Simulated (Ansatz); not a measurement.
TiO2 (rutile)

```xyz
6
Lattice="4.5967 0.0000 0.0000 0.0000 4.5967 0.0000 0.0000 0.0000 2.9537" Properties=species:S:1:pos:R:3 pbc="T T T"
Ti     0.0000     0.0000     0.0000
Ti     2.2984     2.2984     1.4768
O      1.4002     1.4002     0.0000
O      3.6986     0.8981     1.4768
O      0.8981     3.6986     1.4768
O      3.1965     3.1965     0.0000
```

In this cell atom 2 (Ti, nearest neighbour O at 1.948 Å; its periodic images, 3.0 Å or more away, move with it) is moved by s along Cartesian [110], unit vector (0.707, 0.707, 0.000); all other atoms and the cell stay fixed.

These are r2SCAN (plane waves to 500 eV, PAW, scalar-relativistic; Ansatz, a quantum-chemistry and plane-wave program) values and carry that method's errors. k mesh 6×6×9 (Γ-centred), Fermi-Dirac smearing 0.05 eV. E stands for the smeared free energy. TiO2 is run without spin polarisation. TiO2 was relaxed with its symmetry unable to fall. The zero of ΔE is the undisplaced structure.

```
s (Å)   ΔE (meV/cell)
------  -------------
-0.190       withheld
-0.152            254
-0.114            142
-0.076             63
-0.038             16
0.000               0
0.038              16
0.076              63
0.114             142
0.152             254
0.190        withheld
```

Fit an even polynomial form (powers 2, 4) to the given rows and predict ΔE at s = -0.190.

Least squares on the 9 given rows: ΔE = (10860)·s² + (5582)·s⁴, in meV/cell with s in Å; root-mean-square residual 0.2 meV/cell. At -0.190 the fit gives 399 meV/cell; the calculation gives 399 meV/cell, the same to the digits shown. The quadratic term alone would give 392 meV/cell.

(A displaced cell: forces are minus the slopes of the energy, force constants its curvatures, and phonons follow from these.)
